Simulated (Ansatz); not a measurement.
This cell of Pd (fcc, Cu type) is off equilibrium:

```
CELL_PARAMETERS angstrom
      3.87574     0.00000     0.00000
      0.00000     3.87574     0.00000
      0.00000     0.00000     3.87574
ATOMIC_POSITIONS crystal
  Pd 0.96059 0.96059 0.00000
  Pd 0.50000 0.50000 0.00000
  Pd 0.50000 0.00000 0.50000
  Pd 0.00000 0.50000 0.50000
```

The numbers are results of PBEsol (plane waves to 420 eV, PAW, scalar-relativistic; Ansatz, an electronic-structure program), not measurements. k mesh 10×10×10 (Γ-centred), Fermi-Dirac smearing 0.05 eV. The energy includes the smearing's −TS. Stress and pressure are positive under compression. With partly filled bands, energies and forces of such displacements shift with the k mesh and the smearing. On this mesh the relaxed cell isn't quite at rest: it carries a pressure of -0.1 GPa (compression positive) at the zero of the scan. Pd is run without spin polarisation. Pd was relaxed with its symmetry unable to fall.

Task: What forces act on the atoms (eV/Å, Cartesian)?

Result: 
```json
[
 {"atom": "Pd1", "Fx": "1.595", "Fy": "1.595", "Fz": "0.000"},
 {"atom": "Pd2", "Fx": "-0.873", "Fy": "-0.873", "Fz": "0.000"},
 {"atom": "Pd3", "Fx": "-0.748", "Fy": "0.026", "Fz": "0.000"},
 {"atom": "Pd4", "Fx": "0.026", "Fy": "-0.748", "Fz": "0.000"}
]
```

Task: Give the stress tensor in GPa and the pressure.

Result: 
```
    2.6      1.2      0.0
    1.2      2.6      0.0
    0.0      0.0      2.4
```
The pressure, a third of the trace, is 2.6 GPa.

Task: In it atom 1 sits (-0.153, -0.153, 0.000) Å away from its relaxed site. What is its energy relative to the relaxed cell?

Result: 240 meV/cell.

(A displaced cell: forces are minus the slopes of the energy, force constants its curvatures, and phonons follow from these.)
